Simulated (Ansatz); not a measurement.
## BaZrO₃: excitons and shallow donors from band masses and screening

The calculation used DFT r2SCAN, scalar-relativistic, plane waves, PAW in Ansatz 0.2.0.

Cutoff 500 eV; k points 6×6×6 on the computed 5-atom cell (Γ-centred); Gaussian smearing, width 0.02 eV; no spin polarisation.

Relaxed cell: Pm-3m, a = 4.205 Å, b = 4.205 Å, c = 4.205 Å, α = 90.00°, β = 90.00°, γ = 90.00°, 5 atoms in the primitive cell. Whether it is the stable form of this composition wasn't checked.

The calculation gives a Kohn–Sham gap of 3.73 eV, an electron mass of 0.514 mₑ and a hole mass of 1.27 mₑ (harmonic means over x, y, z and over the bands degenerate at each edge), and ε∞ = 4.49 (independent particles, mean of the diagonal).

**Question.** Estimate the binding energy and radius of a Wannier–Mott exciton and of a shallow donor, and say whether the hydrogenic model can hold.

**Answer.** The reduced mass is μ = mₙmₕ/(mₙ + mₕ) = 0.366 mₑ, with mₙ and mₕ the band masses. With E_b = 13.606 eV × μ/ε² and a = 0.529 Å × ε/μ (μ in mₑ) the exciton has E_b = 247 meV and a = 6.5 Å. For a donor μ is the electron mass: 347 meV and 4.6 Å. The radius isn't large against the shortest lattice vector (4.21 Å), so the continuum picture is doubtful and the numbers are only a scale. In a polar crystal the ions screen too, so a state bound more weakly than an optical phonon feels the larger static constant, which lowers the energy and widens the orbit. The other way, the small Kohn–Sham gap and the missing local fields make ε∞ too large and the masses tend to be too light, which underbinds. The edges lie at different points of the zone, so the exciton is indirect.

Spin-orbit coupling is left out, which matters for the bands of heavy elements.

Cost: 4 runs of about 5.4 core-minutes in all, on AMD EPYC (Zen 3) (shared hosts).